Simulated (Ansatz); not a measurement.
B:
```
CELL_PARAMETERS angstrom
     -2.31963     2.31963     2.31963
      2.31963    -2.31963     2.31963
      2.31963     2.31963    -2.31963
ATOMIC_POSITIONS crystal
  B  0.00000 0.25000 0.50000
  B  0.25000 0.50000 0.00000
  B  0.50000 0.00000 0.25000
  B  0.25000 0.25000 0.25000
```

This is the r²SCAN-relaxed structure.

Question: All from DFT-r²SCAN in the program Ansatz with PAW potentials, unless another level is named. Estimate the electron effective mass.

Answer: 0.56, 0.56, 2.2 mₑ (principal values).

Question: Give the HSE06 gap on the r²SCAN cell.

Answer: 2.42 eV.

Question: Give the band gap.

Answer: 1.76 eV (indirect).

Question: Predict the hole effective mass.

Answer: 0.54, 0.54, 1.1 mₑ (principal values).

Question: What about the conduction-band minimum?

Answer: on the Γ–P line, 23 % of the way from Γ (8 equivalent valleys).

Space group I4_132. The start of the workflow was typed in or built on a structure type; neither database checked (COD, Materials Project) lists it. It is not the phase usual at ambient conditions (space group No. 166). The r²SCAN relaxation kept the symmetry of its start; whether a distortion lowers the energy is not shown.

Potentials: the later of the program's two PAW sets.
